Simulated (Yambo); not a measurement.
G0W0@LDA for HfS2 (CdI2 type, space group P-3m1, No. 164) in Yambo. Reference settings: 6×6×2 Γ-centred k mesh, bands 2 to 157 and a 10 Ry block in the screening, 157 bands in G with the Bruneval-Gonze terminator, plasmon pole fitted at 27.2 eV. The LDA gap Γ → L on this mesh is 1.08 eV; G0W0 gaps are taken between the same points.

The settings were changed. The gap went from 2.38 eV to 2.39 eV, and the shift of the valence edge from -0.77 eV to -0.29 eV.

Question: Name the change that produced these shifts.
A) 54 bands in G, no terminator
B) 54 bands in G
C) no terminator
D) wavefunctions cut at 25 Ry

Answer: A, 54 bands in G, no terminator. The others gave (gap, valence shift): no terminator: 2.38, -0.68 eV; 54 bands in G: 2.39, -0.74 eV; wavefunctions cut at 25 Ry: 2.38, -0.77 eV.

Spin-orbit coupling is not included.

Geometry of the Materials Project entry, not relaxed at this level; primitive cell a = 3.640 Å, b = 3.640 Å, c = 6.056 Å, α = 90.00°, β = 90.00°, γ = 120.00°.

A shift is the quasiparticle energy of the state minus its LDA energy.

The distance between layers or molecules is the database entry's, not relaxed here. Functionals without dispersion can leave it too large, which widens gaps and weakens the response across layers: the numbers belong to this cell.
